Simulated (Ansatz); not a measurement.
Tl2Zn4HgGe single point

input.yaml (Ansatz 0.2.0)

```yaml
crystal:
  lattice:
    - [-3.63738, 3.63738, 3.076481]
    - [3.63738, -3.63738, 3.076481]
    - [3.63738, 3.63738, -3.076481]
  atoms:
    - { symbol: Tl, position: [0.5, 0.0, 0.5] }
    - { symbol: Tl, position: [0.0, 0.5, 0.5] }
    - { symbol: Hg, position: [0.5, 0.5, 0.0] }
    - { symbol: Ge, position: [0.0, 0.0, 0.0] }
    - { symbol: Zn, position: [0.40113, 0.40113, 0.35148] }
    - { symbol: Zn, position: [0.59887, 0.95035, 0.0] }
    - { symbol: Zn, position: [0.04965, 0.04965, 0.64852] }
    - { symbol: Zn, position: [0.95035, 0.59887, 0.0] }
  symmetry: { tolerance: 0.0003 }
kpoints:
  mp_grid: { grid: [7, 7, 7], shift: [0, 0, 0] }
  band_path:
    path:
      - [0.0, 0.0, 0.0]
      - [0.0, 0.0, 0.5]
      - [-0.5, 0.5, 0.5]
      - [0.0, 0.0, 0.0]
      - [0.42884267, 0.42884267, -0.42884267]
      - [-0.42884267, 0.57115733, 0.42884267]
      - [-0.5, 0.5, 0.5]
      - [0.0, 0.0, 0.5]
      - [0.25, 0.25, 0.25]
      - [0.0, 0.5, 0.0]
      - [0.0, 0.0, 0.0]
    npoints: 6
magnetization:
  spin_polarized: false
scf:
  occupations: { method: fermi_dirac }
  lower_state_search: "off"
  max_iter: 200
hamiltonian:
  pseudopotentials: { kind: paw }
  xc: r2scan
basis:
  ecutwfc: 500
  fft_grid_basis: typed
output:
  forces: true
  stress: true
  eigenvalues: true
  bader: true
  populations: true
  elf: true
  write_potential: true
  volumetric_format: npy
  dos:
    e_range: [-12, 8]
    de: 0.05
    projected: { site_lists: { Ge: [Ge], Hg: [Hg], Tl: [Tl], Zn: [Zn] } }
checkpoint:
  read: saved_state
```

The run starts from an earlier solution of this cell. 

Parts of the output:

```
SCF iter   1: F=-54346.6518 eV  Δρ=1.17e-3  dr2=4.62e-3  dr2_τ=4.41e-4
SCF iter   2: F=-54346.6534 eV  Δρ=7.05e-4  dr2=2.13e-3  dr2_τ=2.40e-5
SCF iter   3: F=-54346.6540 eV  Δρ=4.94e-4  dr2=4.18e-4  dr2_τ=5.64e-6
SCF iter   4: F=-54346.6545 eV  Δρ=1.84e-4  dr2=4.07e-5  dr2_τ=2.06e-6
SCF iter   5: F=-54346.6545 eV  Δρ=4.85e-5  dr2=3.40e-6  dr2_τ=2.14e-7
SCF iter   6: F=-54346.6545 eV  Δρ=1.68e-5  dr2=5.71e-7  dr2_τ=7.71e-9
SCF iter   7: F=-54346.6545 eV  Δρ=3.84e-6  dr2=3.15e-8  dr2_τ=7.90e-10
Free energy (F): -54346.6545 eV
Harris-Foulkes:  -54346.6545 eV  (|F-HF|=1.45e-8)
Internal energy: -54346.5565 eV  (E = F + TS)
E sigma→0 (E₀):  -54346.6055 eV
Entropy (-TS):   -0.0980 eV (-12.249 meV/atom)
Fermi energy:    11.1758 eV
--- Forces (eV/Å), atoms counted from 1 ---
  atom   1  Tl     0.0000     0.0000     0.0000
  atom   2  Tl     0.0000     0.0000     0.0000
  atom   3  Hg     0.0000     0.0000     0.0000
  atom   4  Ge     0.0000     0.0000     0.0000
  atom   5  Zn     1.4873     1.4873     0.1610
  atom   6  Zn     1.4873    -1.4873    -0.1610
  atom   7  Zn    -1.4873    -1.4873     0.1610
  atom   8  Zn    -1.4873     1.4873    -0.1610
--- Stress (GPa, compression-positive) ---
        7.7972       0.0000       0.0000
        0.0000       7.7972       0.0000
        0.0000       0.0000      13.7971
  P = ⅓ Tr σ = 9.7971 GPa (97.971 kbar)
--- Löwdin populations: 8 sites ---
  site symbol       q [e]
     0     Tl     14.1639
     1     Tl     14.1639
     2     Hg     19.4493
     3     Ge     15.4122
     4     Zn     10.9454
     5     Zn     10.9454
     6     Zn     10.9454
     7     Zn     10.9454
  spilling = 0.0095 (of n_electrons = 108.0000)
--- Bader charges: 8 sites ---
  site symbol  charge [e]  shift [e]
     0     Tl     -0.1036     0.0000
     1     Tl     -0.1037     0.0000
     2     Hg     -0.4041     0.0006
     3     Ge     -0.1481     0.0010
     4     Zn      0.1899     0.0004
     5     Zn      0.1899     0.0004
     6     Zn      0.1899     0.0004
     7     Zn      0.1899     0.0004
```

Total energies depend on the potentials used, so only differences within one code and one set of settings carry meaning.

Origin: a known structure type with other elements, at an estimated volume, so it need not be a known compound. Caveats: atoms or cell far from equilibrium.
